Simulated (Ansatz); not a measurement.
Consider the following.

NaHg2 in space group P6/mmm (No. 191; Hg on 2d, Na on 1a), a = b = 5.0277 Å, c = 3.2017 Å, α = β = 90.00°, γ = 120.00°.

This is the PBEsol-relaxed structure.

All from DFT-PBEsol in the program Ansatz with PAW potentials, unless another level is named. Predict the density of states at the Fermi level.

0.34 states/eV per atom (mean over ±0.08 eV).

What about the formation energy from the elements (no fitted shifts)?

-0.26 eV/atom.

Give the gap with spin–orbit coupling.

none (metallic).

The workflow started from an entry of the Crystallography Open Database (COD). Its standing as an ambient phase is unchecked. The cell keeps a stress of up to 0.2 GPa. The PBEsol relaxation kept the symmetry of its start; of distortions, only those at the zone centre were tested. Axis ratios of metals converge slowly with the k-mesh, so a and c are less sure than the volume. The references are the lowest solids computed at this level, not always the standard phases. Scalar-relativistic: spin–orbit coupling is off unless named, which matters more the heavier the elements.

Potentials: the later of the program's two PAW sets.
